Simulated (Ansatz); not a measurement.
This guess for LaSiO is about to be relaxed.

```yaml
crystal:
  lattice:
    - [4.15182, 0.00000, 0.00000]
    - [0.00000, 4.15182, 0.00000]
    - [0.00000, 0.00000, 6.55257]
  atoms:
    - { symbol: La, position: [0.00000, 0.00000, 0.00000] }
    - { symbol: La, position: [0.50000, 0.50000, 0.00000] }
    - { symbol: Si, position: [0.50000, 0.00000, 0.67900] }
    - { symbol: Si, position: [0.00000, 0.50000, 0.32100] }
    - { symbol: O, position: [0.50000, 0.00000, 0.17500] }
    - { symbol: O, position: [0.00000, 0.50000, 0.82500] }
```

The calculation used Ansatz, DFT PBE, scalar-relativistic, plane waves, PAW. Cutoff 420 eV, Gaussian smearing, Γ-centred meshes. Cell and atoms relax first on a coarse mesh and then on a finer one. In between, the cell is made exact in the group found at 0.06 Å. In metals the finer mesh still leaves noise of several meV/atom or more. The steps can't lower the symmetry of their start. No spin polarisation.

A guess keeps its type if space group and coordination stay and the shape of the cell changes little (axis ratios within about 15 %, angles within 6°); the volume may change.

Question: Will the relaxed cell still be of the starting type?

Answer: It doesn't keep its type. The symmetry stays P4/nmm (No. 129). The volume per atom stays near 18.8 Å³. The shortest distance goes from 2.37 Å (La–O) to 1.74 Å (Si–O). The ratio c/a of the conventional cell changes by a factor of 0.57. Counting neighbours within 15 % of an atom's shortest distance, the start has La 4, O 4, Si 10 and the end La 4, O 1, Si 1. In detail, at the end La has 4 O at 2.58 Å and 8 Si at 3.31–3.42 Å; around Si lie 1 O at 1.74 Å, 1 O at 2.75 Å and 8 La at 3.31–3.42 Å; O is surrounded by 1 Si at 1.74 Å and 4 La at 2.58 Å.

```cif
data_structure
_symmetry_space_group_name_H-M 'P4/nmm:1'
_symmetry_Int_Tables_number 129
_cell_length_a 5.0159
_cell_length_b 5.0159
_cell_length_c 4.4893
_cell_angle_alpha 90.000
_cell_angle_beta 90.000
_cell_angle_gamma 90.000
_cell_volume 112.95
loop_
_atom_site_label
_atom_site_type_symbol
_atom_site_symmetry_multiplicity
_atom_site_Wyckoff_symbol
_atom_site_fract_x
_atom_site_fract_y
_atom_site_fract_z
_atom_site_occupancy
La1 La 2 a 0.00000 0.00000 0.00000 1
Si1 Si 2 c 0.50000 0.00000 0.51857 1
O1 O 2 c 0.50000 0.00000 0.13069 1
```

The last run used an 8×8×8 mesh for its 6-atom cell and Gaussian smearing of 0.10 eV. A structure relaxed within its symmetry needn't be a true minimum. Another cell of LaSiO relaxed alike, in P4/nmm, lies 246 meV/atom lower, so this cell isn't the stable form at this level.
